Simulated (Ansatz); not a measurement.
A geometry of Nb away from equilibrium: step 2 of the relaxation of a relaxed Nb cell, doubled along one cell vector, shaken by Gaussian noise of σ = 0.08 Å a coordinate. Level of theory: PBEsol (plane waves to 420 eV, PAW, scalar-relativistic; Ansatz, a first-principles code). Γ-centred k-mesh 14×14×7 on the run's cell (coarser than for final values), Fermi–Dirac smearing 0.05 eV.

```xyz
2
Lattice="-1.6543 1.6388 1.6453 1.6274 -1.6455 1.6250 3.2789 3.2611 -3.3039" Properties=species:S:1:pos:R:3 pbc="T T T"
Nb     0.1574    -0.0710     0.0146
Nb     1.6035     1.7079    -1.7586
```

Question: Which atoms carry the largest force, and which way does it point?

Answer: 0.88 eV/Å, on Nb1, Nb2 (atoms numbered as listed); on Nb1 its components are (-0.65, 0.33, -0.49).

Question: What is the pressure?

Answer: +1.7 GPa, compression positive.

Question: How far above the relaxed end point is this geometry?

Answer: 0.06 eV/atom; the path ends in Im-3m (No. 229) (bcc (W type)).

No spin polarisation in the result.

The run could not lose the symmetry of its start.
